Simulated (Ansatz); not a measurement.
Relaxed-ion elastic tensor of MgO (wurtzite, P6_3mc) in GPa (Voigt order), LDA (plane waves, PAW; program Ansatz); density 2.94 g/cm³, 11.40 Å³ per atom.

```
 204   114   109   0.0   0.0   0.0
 114   204   109   0.0   0.0   0.0
 109   109  93.4   0.0   0.0   0.0
 0.0   0.0   0.0  66.2   0.0   0.0
 0.0   0.0   0.0   0.0  66.2   0.0
 0.0   0.0   0.0   0.0   0.0  45.3
```

Is the crystal mechanically stable?

Yes: the smallest eigenvalue of C is 14.3 GPa.

Work out the Voigt, Reuss and Hill averages.

K_V = 130, K_R = 85.6, K_H = 108; G_V = 46.8, G_R = 23.7, G_H = 35.2 GPa.

Give Young's modulus, Poisson's ratio, Pugh's ratio and the universal anisotropy index.

E = 9KG/(3K + G) = 95.3 GPa; ν = 0.35; K/G = 3.05 (ductile by the Pugh limit of 1.75); A_U = 5G_V/G_R + K_V/K_R − 6 = 5.40.

Estimate the sound speeds and the Debye temperature.

v_l = √((K + 4G/3)/ρ) = 7260 m/s, v_t = √(G/ρ) = 3460 m/s, mean 3900 m/s; Θ = (h/k)(3n/4πV)^(1/3) v_m = 515 K.

Solve the Christoffel equation for the three sound speeds along x, y, z.

Eigenvalues of C_ijkl n_j n_l equal ρv² (piezoelectric stiffening left out). In km/s, slowest first: x 3.93, 4.75, 8.34; y 3.93, 4.75, 8.34; z 4.75, 4.75, 5.64.

How much does each axis shrink under pressure?

Linear compressibilities β_i = Σ_j S_ij (j = 1 to 3): x -2.8, y -2.8, z 17 per TPa.

The first step of the workflow began from a Materials Project structure, measured or hypothetical; the Crystallography Open Database copy checked does not list it. It is not the phase usual at ambient conditions (space group No. 225). The LDA relaxation kept the symmetry of its start; phonons on a q-mesh show no instability.

Potentials: the earlier of the program's two PAW sets.
